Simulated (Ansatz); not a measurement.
Each is relaxed and computed with plane-wave PAW r²SCAN (Ansatz code). Which is the only metal?
A) SiB12C2, R-3m (B on 18h, B on 18h, C on 6c, Si on 3b)
B) BP, zinc blende
C) Re2B, P4/nmm (Re on 2a, Re on 2c, B on 2c)
D) BAs, P6_422 (B on 3c, As on 3d)

C, Re2B, P4/nmm (Re on 2a, Re on 2c, B on 2c). Re2B: metal; BAs: gap 0.67 eV (indirect); SiB12C2: gap 1.87 eV (indirect); BP: gap 1.41 eV (indirect). Constructed cells (a structure type filled with these elements, in neither database checked): Re2B, P4/nmm (Re on 2a, Re on 2c, B on 2c). Typed or built starts, not in the databases checked: BAs, P6_422 (B on 3c, As on 3d); SiB12C2, R-3m (B on 18h, B on 18h, C on 6c, Si on 3b). Not the usual ambient phase: BAs, P6_422 (B on 3c, As on 3d). All cells were relaxed under the symmetry of their starts (and spin orders); stability against distortions was not tested throughout. Rows with no word on spin ran without spin polarisation. Spin–orbit coupling is left out wherever it is not named.

Potentials: the earlier of the program's two PAW sets.
